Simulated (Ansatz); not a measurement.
The start is a generated cell, SnO2 placed in the AFLOW prototype A2B_tI12_140_h_a (C16, as in Al2Cu). Cell shape, volume and atoms are optimised at zero target pressure with PBEsol (plane waves to 420 eV, PAW, scalar-relativistic; Ansatz, a first-principles code). The first steps use a coarse 7×7×7 k-mesh.

The start:
```yaml
crystal:
  lattice:
    - [-2.80467, 2.80467, 2.25674]
    - [2.80467, -2.80467, 2.25674]
    - [2.80467, 2.80467, -2.25674]
  atoms:
    - { symbol: O, position: [0.15800, 0.65800, 0.81600] }
    - { symbol: O, position: [0.34200, 0.15800, 0.50000] }
    - { symbol: O, position: [0.65800, 0.84200, 0.50000] }
    - { symbol: O, position: [0.84200, 0.34200, 0.18400] }
    - { symbol: Sn, position: [0.75000, 0.75000, 0.00000] }
    - { symbol: Sn, position: [0.25000, 0.25000, 0.00000] }
```

| Property | Result |
|---|---|
| Initial pressure | +13 GPa (positive: the cell is compressed) |
| Largest initial force | about 0.7 eV/Å, on O1, O2, O3, O4 (atoms numbered as listed) |
| Outcome | The space group stays I4/mcm (No. 140) (the run could not lower it), with 6 atoms in the primitive cell |
| Energy released | 1.36 eV/atom |
| Volume change | -5.9 %, from 11.83 to 11.14 Å³/atom |
| Band gap at the end | zero (metallic) |
| Optimiser moves | 14 |

The end point of the relaxation:

```cif
data_O8Sn4
_chemical_formula_sum 'O8 Sn4'
_space_group_name_H-M_alt 'I4/mcm'
_space_group_IT_number 140
_space_group_name_Hall '-I 4 2c'
_cell_length_a 4.91080
_cell_length_b 4.91080
_cell_length_c 5.54358
_cell_angle_alpha 90.000
_cell_angle_beta 90.000
_cell_angle_gamma 90.000
loop_
_atom_site_label
_atom_site_type_symbol
_atom_site_symmetry_multiplicity
_atom_site_Wyckoff_symbol
_atom_site_fract_x
_atom_site_fract_y
_atom_site_fract_z
_atom_site_occupancy
O1 O 8 h 0.19900 0.30100 0.00000 1
Sn1 Sn 4 a 0.00000 0.00000 0.25000 1
```
(The calculation used a cell of 6 atoms; values per cell refer to that cell.)

Final values are on a 13×13×13 k-mesh of the relaxed cell. No spin polarisation in the result.

The run could not lose the symmetry of its start, so the end can be a saddle point.

The relaxed structure here is a generated cell of SnO2: the first start was made by placing the elements on the sites of a structure type, and the end was not matched to a known phase here, so it may be hypothetical. Known forms of SnO2 include space group No. 136.
